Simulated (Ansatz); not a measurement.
Te2Mo:
```xyz
6
Lattice="3.3548 0.0000 0.0000 0.0000 6.2693 0.0000 0.0000 0.0000 34.0000" Properties=species:S:1:pos:R:3 pbc="T T F"
Te     2.5161     0.4266    15.5259
Te     0.8387     3.6210    14.9546
Mo     2.5161     4.2762    16.9149
Te     0.8387     5.8427    18.4741
Te     2.5161     2.6484    19.0454
Mo     0.8387     1.9931    17.0851
```
Free-standing layer in the xy plane with vacuum along z and no interaction between images.

Relaxed with LDA.

Question: Tabulate the total density of states from plane-wave PAW LDA (Ansatz code).

Answer: States/eV per cell of 6 atoms, means over 0.25 eV bins, energy of the bin centre from the Fermi level.

| E (eV) | total |
|---|---|
| -7.90 | 0.00 |
| -7.65 | 0.00 |
| -7.40 | 0.00 |
| -7.15 | 0.00 |
| -6.90 | 0.00 |
| -6.65 | 0.00 |
| -6.40 | 0.00 |
| -6.15 | 0.45 |
| -5.90 | 1.78 |
| -5.65 | 1.99 |
| -5.40 | 2.41 |
| -5.15 | 5.38 |
| -4.90 | 6.86 |
| -4.65 | 3.99 |
| -4.40 | 3.26 |
| -4.15 | 3.88 |
| -3.90 | 5.01 |
| -3.65 | 4.05 |
| -3.40 | 5.94 |
| -3.15 | 6.39 |
| -2.90 | 5.28 |
| -2.65 | 4.47 |
| -2.40 | 6.02 |
| -2.15 | 5.70 |
| -1.90 | 8.77 |
| -1.65 | 5.91 |
| -1.40 | 7.98 |
| -1.15 | 5.21 |
| -0.90 | 4.05 |
| -0.65 | 4.51 |
| -0.40 | 1.77 |
| -0.15 | 0.73 |
| 0.10 | 1.86 |
| 0.35 | 3.36 |
| 0.60 | 1.58 |
| 0.85 | 2.28 |
| 1.10 | 5.74 |
| 1.35 | 5.21 |
| 1.60 | 5.58 |
| 1.85 | 6.16 |
| 2.10 | 7.40 |
| 2.35 | 4.89 |
| 2.60 | 3.88 |
| 2.85 | 2.59 |
| 3.10 | 3.61 |
| 3.35 | 6.54 |
| 3.60 | 3.05 |
| 3.85 | 0.63 |
| 4.10 | 0.89 |
| 4.35 | 1.68 |

Space group P2_1/m (1T′). A layer that has been made, often on a substrate. Symmetry was held in the LDA relaxation; its stability against distortions is not shown here. No spin polarisation was allowed. Spin–orbit coupling is left out wherever it is not named.

Potentials: the later of the program's two PAW sets.
